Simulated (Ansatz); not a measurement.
Input:

BaNbO$_{2}$F:
```yaml
crystal:
  lattice:
    - [4.14031, 0.00000, 0.00000]
    - [0.00000, 4.14031, 0.00000]
    - [0.00000, 0.00000, 4.29421]
  atoms:
    - { symbol: Ba, position: [0.50000, 0.50000, 0.50000] }
    - { symbol: Nb, position: [0.00000, 0.00000, 0.00000] }
    - { symbol: O, position: [0.50000, 0.00000, 0.00000] }
    - { symbol: O, position: [0.00000, 0.50000, 0.00000] }
    - { symbol: F, position: [0.00000, 0.00000, 0.50000] }
```
The run is spin-polarised, in the one order tried: ferromagnetic.

This is the r²SCAN-relaxed structure.

### Question
All from DFT-r²SCAN in the program Ansatz with PAW potentials, unless another level is named. Estimate the net moment.

### Answer
0.25 μB per atom.

### Question
Predict the Bader charges.

### Answer
Ba +1.55, Nb +2.06, O -1.38, F -0.85 e.

Space group P4/mmm. The start of the workflow was typed in or built on a structure type; neither database checked (COD, Materials Project) lists it. Its standing as an ambient phase is unchecked. The cell was relaxed with r²SCAN under the symmetry of its start; its stability against distortions is not shown here. Spin order of the final state: ferromagnetic, the only order run, not a proven ground state. The cell computed holds one magnetic atom, so no antiferromagnetic order was within reach. Other orbital occupations within this spin state were not tried. No Hubbard U is applied. Spin–orbit coupling is left out wherever it is not named.

Potentials: the earlier of the program's two PAW sets. The files were generated under PBE; for other functionals the program regenerates the frozen cores, and for LDA and PBEsol the local potential too.
